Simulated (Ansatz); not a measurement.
Space group P-3m1 (No. 164). a = 4.514 Å, b = 4.514 Å, c = 4.957 Å, α = 90.00°, β = 90.00°, γ = 120.00°
| atom | site | symmetry | x | y | z |
| --- | --- | --- | --- | --- | --- |
| Ba | 1a | -3m. | 0.0000 | 0.0000 | 0.0000 |
| Ga | 2d | 3m. | 0.3333 | 0.6667 | 0.4680 |
| H | 2d | 3m. | 0.3333 | 0.6667 | 0.1308 |

Equation of state of this BaGa$_{2}$H$_{2}$ structure (not necessarily the ground state), with shape and atoms relaxed at each volume where symmetry leaves them free. It has no gap at any of these volumes. All numbers below come from Ansatz, DFT r2SCAN, scalar-relativistic, plane waves, PAW.

Cutoff 500 eV; k points 9×9×8 on the computed 5-atom cell (Γ-centred); Gaussian smearing, width 0.10 eV; no spin polarisation.

```csv
V (Å³/atom),E − E(largest V) (meV/atom),P (GPa)
16.446,1.91,3.14
16.970,-5.55,1.46
17.495,-7.90,0.01
18.020,-5.84,-1.23
18.545,0.00,-2.29
```

Problem. Fit a third-order Birch–Murnaghan equation to E(V).

Solution. V0 = 17.50 Å³/atom, B0 = 45 GPa, B0' = 4.0.

Spin-orbit coupling is left out, which matters for the bands of heavy elements.